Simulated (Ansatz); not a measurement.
The following input was run with Ansatz 0.2.0.

```yaml
crystal:
  lattice:
    - [4.9375405113, 0.0, 0.0]
    - [-2.4687702556, 4.276035515, 0.0]
    - [0.0, 0.0, 3.9427300997]
  atoms:
    - { symbol: Co, position: [0.166418912, 0.3328378239, 0.75] }
    - { symbol: Co, position: [0.6671621761, 0.833581088, 0.75] }
    - { symbol: Co, position: [0.166418912, 0.833581088, 0.75] }
    - { symbol: Co, position: [0.833581088, 0.6671621761, 0.25] }
    - { symbol: Co, position: [0.3328378239, 0.166418912, 0.25] }
    - { symbol: Co, position: [0.833581088, 0.166418912, 0.25] }
    - { symbol: Si, position: [0.6666666667, 0.3333333333, 0.75] }
    - { symbol: Si, position: [0.3333333333, 0.6666666667, 0.25] }
basis:
  ecutwfc: 420
kpoints:
  mp_grid: { grid: [12, 12, 10] }
hamiltonian:
  xc: pbesol
scf:
  occupations: { method: gaussian, width: 0.1 }
output:
  forces: true
  stress: true
  eigenvalues: true
relax:
  adjacent_minimum: "off"
  f_tol: 0.01
  max_steps: 30
  cell: { stress_tol: 0.1, fix: [volume] }
```

Launched with
```bash
ansatz run input.yaml --threads 2 --pin off --max-ram 5120MiB --backend cpu --events-out ev --progress --plain --runs-dir out
```

The calculation used DFT PBEsol, scalar-relativistic, plane waves, PAW (Ansatz 0.2.0).

Abridged output (final results; tables in files aren't shown):

```
SCF 4 converged in 7 iterations: F = -31803.704236 eV  dr2 = 5.80e-14
SCF converged after 7 iterations
Free energy (F): -31803.704236 eV
Harris-Foulkes:  -31803.704236 eV  (|F-HF|=3.64e-12)
Internal energy: -31803.654961 eV  (E = F + TS)
E sigma→0 (E₀):  -31803.679599 eV
Entropy (-TS):   -0.049275 eV (-6.159 meV/atom)
Fermi energy:    18.317958 eV
--- Per-component energies (eV) ---
  E_band       = -1386.215142
  E_kinetic    = 2830.201819
  E_local      = -19060.718595  (includes V_loc(G=0)·N_el)
  E_nonlocal   = 2786.102698
  E_hartree    = 8163.758080
  E_xc         = -1065.455918
  E_vxc        = -1333.652722  (∫ρ·V_xc dr)
  E_paw        = -9896.802876  (= ΣΔE_a)
  E_vpaw       = -2935.664829  (= ΣTr[D̂ρ^β])
  E_aug_tail   = 0.000346  (compensation charges beyond the density's cutoff)
  E_ewald      = -15561.934152
  E_core_change = 1.193637  (= ΣΔE_core)
  E_smearing   = -0.049275  (= −TS)
--- Forces (eV/Å), atoms counted from 1 ---
  atom   1  Co     0.00000000    -0.00012525     0.00000000
  atom   2  Co     0.00010847     0.00006262     0.00000000
  atom   3  Co    -0.00010847     0.00006262     0.00000000
  atom   4  Co     0.00000000     0.00012525     0.00000000
  atom   5  Co    -0.00010847    -0.00006262     0.00000000
  atom   6  Co     0.00010847    -0.00006262     0.00000000
  atom   7  Si     0.00000000     0.00000000     0.00000000
  atom   8  Si     0.00000000     0.00000000     0.00000000
--- Stress (GPa, compression-positive) ---
       -7.549216       0.000000       0.000000
        0.000000      -7.549216       0.000000
        0.000000       0.000000      -7.550661
  P = ⅓ Tr σ = -7.5497 GPa (-75.497 kbar)
--- Band table (eV; the first three rows and the last of 114) ---
  k-point 0: bands = ["-76.2672", "-76.2227", "-76.2227", "-76.2157", "-76.1975", "-76.1975", "-39.8374", "-39.8242", "-39.7565", "-39.7382", "-39.7382", "-39.7348", "-39.7348", "-39.7155", "-39.7155", "-39.6521", "-39.5969", "-39.5969", "-39.5525", "-39.5491", "-39.5375", "-39.5375", "-39.5331", "-39.5331", "6.2658", "10.1201", "13.4443", "13.5448", "13.5448", "13.6044", "13.6044", "13.9746", "14.0713", "14.6242", "14.6242", "14.9976", "14.9976", "15.4126", "15.9503", "16.0843", "16.2492", "16.4690", "16.4690", "16.5926", "16.5926", "17.4510", "17.4510", "17.5888", "17.5888", "17.8710", "17.8710", "17.9298", "17.9298", "18.0151", "18.7189", "18.8804", "18.9050", "19.0542", "19.4318", "19.43 ...
  k-point 1: bands = ["-76.2659", "-76.2221", "-76.2221", "-76.2169", "-76.1982", "-76.1982", "-39.8348", "-39.8237", "-39.7636", "-39.7636", "-39.7539", "-39.7224", "-39.7224", "-39.7052", "-39.7052", "-39.6496", "-39.5941", "-39.5941", "-39.5583", "-39.5516", "-39.5377", "-39.5377", "-39.5330", "-39.5330", "6.3593", "10.0713", "13.4192", "13.5633", "13.5633", "13.6707", "13.6707", "13.8124", "14.0151", "14.6657", "14.6657", "14.9819", "14.9819", "15.3646", "15.9855", "16.2193", "16.3001", "16.5355", "16.5355", "16.5513", "16.5513", "17.4418", "17.4418", "17.5208", "17.5208", "17.8885", "17.8885", "17.9123", "17.9205", "17.9205", "18.6965", "18.8238", "18.9014", "19.0249", "19.3488", "19.34 ...
  k-point 2: bands = ["-76.2623", "-76.2206", "-76.2202", "-76.2202", "-76.1999", "-76.1999", "-39.8287", "-39.8225", "-39.7839", "-39.7839", "-39.7448", "-39.7394", "-39.7394", "-39.6726", "-39.6726", "-39.6423", "-39.5888", "-39.5888", "-39.5753", "-39.5590", "-39.5382", "-39.5382", "-39.5329", "-39.5329", "6.6352", "9.9023", "13.1485", "13.4518", "13.6200", "13.6200", "13.8457", "13.8457", "14.1195", "14.7841", "14.7841", "14.9527", "14.9527", "15.3524", "15.8279", "16.4403", "16.4403", "16.4502", "16.7051", "16.7051", "16.7565", "17.3897", "17.3897", "17.4003", "17.4003", "17.6013", "17.8731", "17.8731", "17.9203", "17.9203", "18.5184", "18.7810", "18.8909", "18.9377", "19.1330", "19.133 ...
  k-point 113: bands = ["-76.2259", "-76.2259", "-76.2256", "-76.2256", "-76.2100", "-76.2100", "-39.7823", "-39.7823", "-39.7671", "-39.7671", "-39.7453", "-39.7453", "-39.6579", "-39.6579", "-39.6574", "-39.6574", "-39.6069", "-39.6069", "-39.6049", "-39.6049", "-39.5684", "-39.5684", "-39.5546", "-39.5546", "9.3932", "9.3932", "11.4904", "11.4904", "12.7206", "12.7206", "14.5138", "14.5138", "14.7442", "14.7442", "15.3823", "15.3823", "15.4883", "15.4883", "15.7192", "15.7192", "16.2983", "16.2983", "16.5588", "16.5588", "16.6873", "16.6873", "17.2411", "17.2411", "17.3342", "17.3342", "17.8569", "17.8569", "17.9531", "17.9531", "18.2918", "18.2918", "18.5730", "18.5730", "18.5754", "18.5 ...
--- Relaxed structure (3 steps of the walk, 3 accepted, 1 SCFs on fresh bases) ---
  F+E_penalty+E_count = -31803.70423616 eV   max|allowed force component| = 1.252e-4 eV/Å   (the final SCF, on the basis selected at the relaxed cell)
  cell:  # Å, volume = 83.2432 Å³
    - [4.93898177, 0.0, 0.0]
    - [-2.46949088, 4.27728368, 0.0]
    - [0.0, 0.0, 3.94042934]
  atoms:
    - { symbol: Co, position: [0.16639547, 0.33279094, 0.75000000] }
    - { symbol: Co, position: [0.66720905, 0.83360452, 0.75000000] }
    - { symbol: Co, position: [0.16639547, 0.83360452, 0.75000000] }
    - { symbol: Co, position: [0.83360452, 0.66720905, 0.25000000] }
    - { symbol: Co, position: [0.33279094, 0.16639547, 0.25000000] }
    - { symbol: Co, position: [0.83360452, 0.16639547, 0.25000000] }
    - { symbol: Si, position: [0.66666666, 0.33333333, 0.75000000] }
    - { symbol: Si, position: [0.33333333, 0.66666666, 0.25000000] }
```

The relaxation met its thresholds.

The run took 83 s on 2 threads of Arm Neoverse V1, with other jobs on the host, peak memory 0.73 GiB.

Spin polarisation was left out, and a magnetic state may lie lower.